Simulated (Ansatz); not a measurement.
Al2O3 in space group Cc (No. 9; Pearson symbol mS20), the program Ansatz at the PBE level (PAW). The conduction-band minimum lies at Γ, with 1 equivalent valley. Second derivatives d²E/dk² of the lowest band at one valley (eV·Å²), along Cartesian directions:

```
direction  d²E/dk²
---------  -------
[100]        17.08
[010]        17.10
[001]        19.34
[110]        17.09
[101]        16.68
[011]        18.22
```

Question: Find the principal effective masses, the density-of-states mass and the conductivity mass.

Answer: Off-diagonal terms follow from H_xy = H[110] − (H_xx + H_yy)/2, and m*/mₑ = 7.620 eV·Å² over each eigenvalue: 0.38, 0.45, 0.47. One valley's DOS mass (m₁m₂m₃)^(1/3) = 0.43, conductivity mass 3/(Σ 1/mᵢ) = 0.43 mₑ.

Question: What effective density of states Nc follows at 300 K for parabolic valleys?

Answer: Nc = 2.509e19 × 1 × (0.43)^(3/2) ≈ 7.1e18 cm⁻³.

The start of the workflow was typed in or built on a structure type; neither database checked (COD, Materials Project) lists it. It is not the phase usual at ambient conditions (space group No. 167). The PBE relaxation kept the symmetry of its start; whether a distortion lowers the energy is not shown.

Potentials: the earlier of the program's two PAW sets.

Edges and masses are those of Kohn–Sham bands, whose gap is no quasiparticle gap.
